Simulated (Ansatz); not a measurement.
Vibrations of RbLuO$_{2}$ (R-3m) by finite displacements

```xyz
4
Lattice="1.6925 0.9771 6.4273 -1.6925 0.9771 6.4273 0.0000 -1.9543 6.4273" Properties=species:S:1:pos:R:3 pbc="T T T"
Rb    0.0000    0.0000    0.0000
Lu    0.0000    0.0000    9.6410
O     0.0000    0.0000    4.3386
O     0.0000    0.0000   14.9434
```

Conventional cell: a = 3.385 Å, b = 3.385 Å, c = 19.282 Å, α = 90.00°, β = 90.00°, γ = 120.00°. Rb (atom 1) has 6 O at 2.86 Å as nearest neighbours. Lu (atom 2) has 6 O at 2.25 Å as nearest neighbours. O (atom 3) has 3 Lu at 2.25 Å as nearest neighbours.

Level of theory, where no other is named: PBEsol, all-electron LAPW in Ansatz 0.2.0, scalar-relativistic. k mesh 6×6×6, fixed occupations, basis error target 0.5 meV/atom. The cell was relaxed by PAW under this functional.

Atoms are displaced by 0.01 Å in the primitive cell, which gives the zone-centre modes alone. Negative values stand for unstable modes. The zone centre has no LO-TO term.

Question: Is the structure dynamically stable at these wave vectors?

Answer: Yes, no mode is unstable there; wave vectors off this mesh aren't tested.

Question: How do the optical zone-centre modes decompose, and which are active?

Answer: Point group -3m: Γ_opt = 2Eu + 2A2u + Eg + A1g.

| label | cm⁻¹ | activity | mostly |
| --- | --- | --- | --- |
| Eu | 69.8 | IR | Rb (70 %) |
| A2u | 146.2 | IR | Rb (70 %) |
| Eu | 230.9 | IR | O (88 %) |
| A2u | 332.0 | IR | O (78 %) |
| Eg | 369.3 | Raman | O (100 %) |
| A1g | 485.9 | Raman | O (100 %) |

Question: How well do frozen-core PAW files reproduce these all-electron values?

Answer: With a cutoff of 420 eV and displacements of 0.0025 Å, the r.m.s. difference over the modes is 0.1 cm⁻¹; the largest difference is 369.5 (PAW) against 369.3 cm⁻¹ (LAPW).

Question: The cell is scaled evenly to 62.501 and 65.052 Å³ (from 63.777), with free atoms relaxed and the shape held, so these aren't the values under hydrostatic pressure. What are the mode Grüneisen parameters γ = −d ln ω/d ln V?

Answer: For the highest mode, 496.2 cm⁻¹ in the small cell and 476.1 in the large one give γ ≈ 1.03. From the change of the dynamical matrix on each mode:

```csv
point,cm⁻¹,γ
Gamma,69.8,2.46
Gamma,146.2,3.13
Gamma,230.9,2.46
Gamma,332.0,1.06
Gamma,369.3,1.23
Gamma,485.9,1.03
```

Question: Linear response on PAW files adds the field. What are the dielectric tensor, the Born charges and the LO shift?

Answer: ε∞ = (4.03, 4.03, 3.60) along x, y, z with local fields. Born charges (xx, yy, zz): Rb1 (1.09, 1.09, 1.81); Lu2 (4.15, 4.15, 2.39); O3 (-2.62, -2.62, -2.10); O4 (-2.62, -2.62, -2.10). For q along x the macroscopic field gives longitudinal modes at 70.3 (from 69.8), 488.8 (from 230.9) cm⁻¹. For q along z the macroscopic field gives longitudinal modes at 175.5 (from 146.2), 484.0 (from 332.0) cm⁻¹. Without the field the optical modes lie at 69.8 (Eu), 146.2 (A2u), 230.9 (Eu), 332.0 (A2u), 369.5 (Eg), 485.9 (A1g) cm⁻¹. With the ions free to follow the field, the program's ε₀ is (18.31, 18.31, 11.01).

Limits of these numbers: zone-boundary modes aren't tested; the frozen-core PAW files of the compared runs were fitted under PBE, their cores solved anew for this functional; semilocal gaps are low, and ε∞ tends to come out large.
